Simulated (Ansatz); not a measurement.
Method: DFT PBE, scalar-relativistic, plane waves, PAW (Ansatz 0.2.0). Settings: cutoff 420 eV, Γ-centred meshes spaced at most about 0.3 Å⁻¹, and about 0.25 Å⁻¹ or finer for metals (2π included), Gaussian smearing. Collinear spin in cells that started with moments and kept them past the coarse steps, no spin elsewhere.

All energies are static (0 K, no zero-point motion).

Two relaxed structures of Ru₂Rh:

A. (site moments Ru 0.3 (×2); Rh 0.3 μB)

```
Ru Rh
1.0
     0.00000    2.92110    2.92110
     2.92110    0.00000    2.92110
     2.92110    2.92110    0.00000
Ru Rh
2 1
Direct
  0.25000 0.25000 0.25000
  0.75000 0.75000 0.75000
  0.00000 0.00000 0.00000
```

B. (site moments under 0.1 μB)

```
Ru Rh
1.0
     0.00000    3.54391    3.54391
     3.54391    0.00000    3.54391
     3.54391    3.54391    0.00000
Ru Rh
4 2
Direct
  0.62500 0.62500 0.62500
  0.12500 0.62500 0.62500
  0.62500 0.62500 0.12500
  0.62500 0.12500 0.62500
  0.00000 0.00000 0.00000
  0.25000 0.25000 0.25000
```

Problem. Which form is favoured at zero pressure, and by what margin per atom?

Solution. B is lower, by 0.33 eV/atom. A has the fluorite type, space group Fm-3m (No. 225), 16.6 Å³/atom and no gap on its mesh; B has the cubic Laves (C15) type, space group Fd-3m (No. 227), 14.8 Å³/atom and no gap. Counting all near atoms (those within 1.25 times the shortest distance at each site; a plus sign parts nearer from farther groups), A has Ru 4+6, Rh 8 and B has Ru 6+6, Rh 16. Their magnetic states differ too. The denser one is the lower, and pressure would at first widen the difference. Even the lower one lies +0.57 eV/atom against the reference forms of the elements (uncorrected), so neither is stable at this level. In A, Ru is surrounded by 4 Rh at 2.53 Å and 6 Ru at 2.92 Å; around Rh lie 8 Ru at 2.53 Å. In B, around Ru lie 6 Ru at 2.51 Å and 6 Rh at 2.94 Å; Rh has 12 Ru at 2.94 Å and 4 Rh at 3.07 Å. Both come from invented guesses. A third cell relaxed alike, in P6_3/mmc, lies 0.57 eV/atom below the lower of the two.

Another magnetic order may lie lower. Cells relaxed within their symmetry can be saddle points.
